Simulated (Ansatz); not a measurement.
BaTiO3:
```cif
data_BaO3Ti
_chemical_formula_sum 'Ba1 Ti1 O3'
_space_group_name_H-M_alt 'P 1'
_space_group_IT_number 1
_cell_length_a 4.02388
_cell_length_b 4.02388
_cell_length_c 4.02388
_cell_angle_alpha 89.799
_cell_angle_beta 89.799
_cell_angle_gamma 89.799
loop_
_space_group_symop_operation_xyz
  'x, y, z'
loop_
_atom_site_label
_atom_site_type_symbol
_atom_site_fract_x
_atom_site_fract_y
_atom_site_fract_z
_atom_site_occupancy
Ba1 Ba 0.00124 0.00124 0.00124 1
Ti1 Ti 0.51468 0.51468 0.51468 1
O1 O 0.48825 0.97868 0.48825 1
O2 O 0.48825 0.48825 0.97868 1
O3 O 0.97868 0.48825 0.48825 1
```

This is the r²SCAN-relaxed structure.

Problem. All from DFT-r²SCAN in the program Ansatz with PAW potentials, unless another level is named. Predict the electron effective mass with spin–orbit coupling.

Solution. 0.98, 1.8, 1.8 mₑ (principal values).

Problem. Give the smallest direct gap on the standard path.

Solution. 3.24 eV.

Problem. Next, the gap with spin–orbit coupling?

Solution. 2.86 eV.

Space group R3m. This is a known low-temperature phase of the composition, computed here at zero pressure and temperature. The r²SCAN relaxation kept the symmetry of its start; of distortions, only those at the zone centre were tested. No spin polarisation was allowed. Scalar-relativistic: spin–orbit coupling is off unless named, which matters more the heavier the elements.

Potentials: the earlier of the program's two PAW sets.
